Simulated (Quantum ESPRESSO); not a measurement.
# W4LiTi2Zn: input and log of a self-consistent run

A calculation, not a measurement. The program is pw.x of Quantum ESPRESSO 7.5 (plane-wave density functional theory). The cell is made up: eight metal atoms on a face-centred cubic lattice, with elements, volume, strain and displacements drawn at random and not relaxed, so it may be unstable or far from any real phase. PseudoDojo standard norm-conserving files set the functional (PBE unless stated); there is no spin polarisation or spin-orbit coupling, the Fermi-Dirac width of 0.25 eV means electrons at about 2900 K, and the masses in the input are unused placeholders. Heavy elements are run without spin-orbit coupling, which real alloys of them have. A spin test at this wide smearing found no moment, but such smearing suppresses magnetism that the real alloy may have.

Input:

```
&control calculation='scf', pseudo_dir='./dojo.nc.sr.pbe.v0_5.standard.upf', outdir='./o', disk_io='minimal', tprnfor=.true., tstress=.true. /
&system ibrav=0, nat=8, ntyp=4, nbnd=69, ecutwfc=84.00895049, nosym=.true., tot_charge=0,
 occupations='smearing', smearing='fd', degauss=0.0183746611
/
&electrons conv_thr=1.470e-08, electron_maxstep=70, mixing_beta=0.5 /
ATOMIC_SPECIES
Li 1.0 Li.upf
Ti 1.0 Ti.upf
W 1.0 W.upf
Zn 1.0 Zn.upf
CELL_PARAMETERS angstrom
-0.056 3.9709 3.9783
3.924 -0.0427 3.9649
3.9127 3.9463 -0.0314
ATOMIC_POSITIONS angstrom
W -0.0091 -0.0472 -0.0357
Li 1.9605 1.9963 -0.0383
W 1.9655 0.0164 1.96
Ti 3.8449 1.9075 1.984
Zn 0.0064 1.9449 1.9569
W 1.9413 3.9558 1.9763
Ti 1.8864 1.9817 3.9703
W 3.8753 3.9856 3.9551
K_POINTS automatic
5 5 5 1 1 1
```

The log is shortened where brackets say so; the opening notice, blank lines, dates and the lines on written files are dropped, and the path of the files is cut. It prints rydbergs, bohrs and kilobars, and counts compression as positive stress. Its total energy is the free energy E - TS of the whole cell.

```
     Program PWSCF v.7.5
     Parallel version (MPI & OpenMP), running on       4 processor cores
     Number of MPI processes:                 4
     Threads/MPI process:                     1
     [start-up lines left out]
     bravais-lattice index     =            0
     lattice parameter (alat)  =      10.6226  a.u.
     unit-cell volume          =     845.1451 (a.u.)^3
     number of atoms/cell      =            8
     number of atomic types    =            4
     number of electrons       =       103.00
     number of Kohn-Sham states=           69
     kinetic-energy cutoff     =      84.0090  Ry
     charge density cutoff     =     336.0358  Ry
     scf convergence threshold =      1.5E-08
     mixing beta               =       0.5000
     number of iterations used =            8  plain     mixing
     Exchange-correlation= PBE
                           (   1   4   3   4   0   0   0)
     [axes and pseudopotential details left out]
   Cartesian axes
     site n.     atom                  positions (alat units)
         1        W      tau(   1) = (  -0.0016189  -0.0083968  -0.0063509  )
         2        Li     tau(   2) = (   0.3487680   0.3551368  -0.0068135  )
         3        W      tau(   3) = (   0.3496575   0.0029175   0.3486791  )
         4        Ti     tau(   4) = (   0.6839981   0.3393395   0.3529486  )
         5        Zn     tau(   5) = (   0.0011385   0.3459928   0.3481276  )
         6        W      tau(   6) = (   0.3453524   0.7037269   0.3515788  )
         7        Ti     tau(   7) = (   0.3355858   0.3525395   0.7063064  )
         8        W      tau(   8) = (   0.6894062   0.7090283   0.7036024  )
     number of k points=    63  Fermi-Dirac smearing, width (Ry)=  0.0184
                       cart. coord. in units 2pi/alat
        k(    1) = (   0.0722325   0.0713906   0.0710559), wk =   0.0320000
        k(    2) = (   0.2150914   0.2135205  -0.0687987), wk =   0.0320000
     [further k points left out]
     Dense  grid:    87897 G-vectors     FFT dimensions: (  64,  64,  64)
     Estimated max dynamical RAM per process >     352.62 MB
     Estimated total dynamical RAM >       1.31 GB
     Initial potential from superposition of free atoms
     starting charge     102.9901, renormalised to     103.0000
     Starting wfcs are   72 randomized atomic wfcs
     total cpu time spent up to now is        8.5 secs
     per-process dynamical memory:   278.8 Mb
     Self-consistent Calculation
     iteration #  1     ecut=    84.01 Ry     beta= 0.50
     Davidson diagonalization with overlap
     ethr =  1.00E-02,  avg # of iterations =  3.6
     Threshold (ethr) on eigenvalues was too large:
     Diagonalizing with lowered threshold
     Davidson diagonalization with overlap
     ethr =  7.24E-04,  avg # of iterations =  2.9
     total cpu time spent up to now is       54.7 secs
     total energy              =   -1276.24458685 Ry
     estimated scf accuracy    <       0.77275537 Ry
     iteration #  2     ecut=    84.01 Ry     beta= 0.50
     Davidson diagonalization with overlap
     ethr =  7.50E-04,  avg # of iterations =  4.1
     total cpu time spent up to now is       82.7 secs
     total energy              =   -1276.27311902 Ry
     estimated scf accuracy    <       2.31621621 Ry
     iteration #  3     ecut=    84.01 Ry     beta= 0.50
     Davidson diagonalization with overlap
     ethr =  7.50E-04,  avg # of iterations =  3.7
     total cpu time spent up to now is      106.1 secs
     total energy              =   -1276.52607943 Ry
     estimated scf accuracy    <       0.24789682 Ry
     iteration #  4     ecut=    84.01 Ry     beta= 0.50
     Davidson diagonalization with overlap
     ethr =  2.41E-04,  avg # of iterations =  2.6
     total cpu time spent up to now is      127.6 secs
     total energy              =   -1276.55237343 Ry
     estimated scf accuracy    <       0.11541367 Ry
     iteration #  5     ecut=    84.01 Ry     beta= 0.50
     Davidson diagonalization with overlap
     ethr =  1.12E-04,  avg # of iterations =  2.0
     total cpu time spent up to now is      147.3 secs
     total energy              =   -1276.56532736 Ry
     estimated scf accuracy    <       0.06885736 Ry
     [iterations 6 to 10 left out]
     iteration # 11     ecut=    84.01 Ry     beta= 0.50
     Davidson diagonalization with overlap
     ethr =  2.94E-08,  avg # of iterations =  2.2
     total cpu time spent up to now is      314.2 secs
     total energy              =   -1276.57364049 Ry
     estimated scf accuracy    <       0.00001033 Ry
     iteration # 12     ecut=    84.01 Ry     beta= 0.50
     Davidson diagonalization with overlap
     ethr =  1.00E-08,  avg # of iterations =  2.0
     total cpu time spent up to now is      335.2 secs
     total energy              =   -1276.57364194 Ry
     estimated scf accuracy    <       0.00000045 Ry
     iteration # 13     ecut=    84.01 Ry     beta= 0.50
     Davidson diagonalization with overlap
     ethr =  4.40E-10,  avg # of iterations =  5.2
     total cpu time spent up to now is      363.0 secs
     total energy              =   -1276.57364207 Ry
     estimated scf accuracy    <       0.00000005 Ry
     iteration # 14     ecut=    84.01 Ry     beta= 0.50
     Davidson diagonalization with overlap
     ethr =  5.09E-11,  avg # of iterations =  2.2
     total cpu time spent up to now is      386.2 secs
     total energy              =   -1276.57364208 Ry
     estimated scf accuracy    <       0.00000001 Ry
     iteration # 15     ecut=    84.01 Ry     beta= 0.50
     Davidson diagonalization with overlap
     ethr =  1.45E-11,  avg # of iterations =  2.1
     total cpu time spent up to now is      409.3 secs
     End of self-consistent calculation
     [lines on levels left out]
!    total energy              =   -1276.57364208 Ry
     estimated scf accuracy    <          3.2E-09 Ry
     smearing contrib. (-TS)   =      -0.10842475 Ry
     internal energy E=F+TS    =   -1276.46521732 Ry
     The total energy is F=E-TS. E is the sum of the following terms:
     one-electron contribution =    -504.13902672 Ry
     hartree contribution      =     294.55023804 Ry
     xc contribution           =    -215.68762426 Ry
     ewald contribution        =    -851.18880438 Ry
     convergence has been achieved in  15 iterations
     Forces acting on atoms (cartesian axes, Ry/au):
     atom    1 type  3   force =    -0.00433634    0.01420491    0.00855518
     atom    2 type  1   force =    -0.00908474   -0.00267150   -0.00376604
     atom    3 type  3   force =    -0.01181814   -0.02863768    0.00341405
     atom    4 type  2   force =     0.02348196    0.02274125    0.00062629
     atom    5 type  4   force =    -0.01217596    0.01387720   -0.01027314
     atom    6 type  3   force =    -0.00536131    0.00145774   -0.00653809
     atom    7 type  2   force =     0.01682817   -0.00437071    0.00943824
     atom    8 type  3   force =     0.00246637   -0.01660121   -0.00145649
     Total force =     0.060276     Total SCF correction =     0.000061
     Computing stress (Cartesian axis) and pressure
          total   stress  (Ry/bohr**3)                   (kbar)     P=        5.60
  -0.00017346   0.00009433   0.00001632          -25.52       13.88        2.40
   0.00009433   0.00045218   0.00003609           13.88       66.52        5.31
   0.00001632   0.00003609  -0.00016450            2.40        5.31      -24.20
     init_run     :      8.02s CPU      8.29s WALL (       1 calls)
     electrons    :    395.38s CPU    400.79s WALL (       1 calls)
     forces       :      3.04s CPU      3.06s WALL (       1 calls)
     stress       :     10.77s CPU     10.77s WALL (       1 calls)
     [timing details left out]
     PWSCF        :   6m57.41s CPU   7m 3.13s WALL
     JOB DONE.
```

In other units: free energy -17368.669 eV for the cell, pressure 0.56 GPa, largest force component 0.736 eV/Å in size. The run took 425 s of wall time with four MPI processes on a shared machine (Intel Xeon, 2023 or later, virtual cores), so the time is rough. A rerun of this cell at a higher cutoff and on a denser mesh moved values by no more than 0.004 eV in energy, 0.05 GPa in stress and 0.004 eV/Å in force, and a second program with other atomic files agreed on that cell to 2 % rms in force and 0.5 GPa in pressure.